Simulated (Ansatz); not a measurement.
Ge:
```
Ge
1.0
    2.67667     0.00000     0.00000
    0.00000     2.67667     0.00000
    0.00000     0.00000     2.67667
Ge
1
Direct
  0.00000   0.00000   0.00000
```

Relaxed with r²SCAN. Special points in fractions of this cell's reciprocal vectors: Γ (0.000, 0.000, 0.000); X (0.000, 0.500, 0.000); M (0.500, 0.500, 0.000); R (0.500, 0.500, 0.500).

List the band energies nearest the Fermi level at these points for DFT-r²SCAN in the program Ansatz with PAW potentials.

In eV from the Fermi level; about four levels below and three above (degenerate sets whole), none deeper than 8.9 eV; … stands for higher levels left out; points with the same levels are listed once.

| k | below | above |
|---|---|---|
| Γ | – | 7.19 7.19 7.19 |
| X | -6.06 | 10.37 10.37 13.91 |
| M | -5.10 -2.82 -2.82 | 3.53 13.55 … |
| R | – | 0.16 0.28 0.28 0.28 |

Space group Pm-3m (simple cubic). The cell is a constructed one: a structure type filled with these elements; neither database checked (COD, Materials Project) lists it. It is not the phase usual at ambient conditions (space group No. 227). Symmetry was held in the r²SCAN relaxation; whether a distortion lowers the energy is not shown. Spin–orbit coupling is left out wherever it is not named.

Potentials: the later of the program's two PAW sets.
